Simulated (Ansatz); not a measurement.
Data:

Al₂O₃:
Space group R-3c, hexagonal axes (No. 167); a = 4.7577 Å, b = 4.7577 Å, c = 12.9923 Å, α = 90.00°, β = 90.00°, γ = 120.00°

```tsv
atom	site	symmetry	x	y	z
Al	12c	3.	0.0000	0.0000	0.1482
O	18e	.2	0.3063	0.3063	0.7500
```
(The calculation used a cell of 10 atoms; values per cell refer to that cell.)

This is the r²SCAN-relaxed structure.

Question: All from DFT-r²SCAN in the program Ansatz with PAW potentials, unless another level is named. Give the HSE06 gap on the r²SCAN cell.

Answer: 8.12 eV.

Question: What about the valence-band maximum?

Answer: at Γ.

Question: Predict the weight of the valence-edge state by species (Voronoi cells).

Answer: O 94 %, Al 6 %.

Symmetry was held in the r²SCAN relaxation; phonons on a q-mesh show no instability.

Potentials: the earlier of the program's two PAW sets.
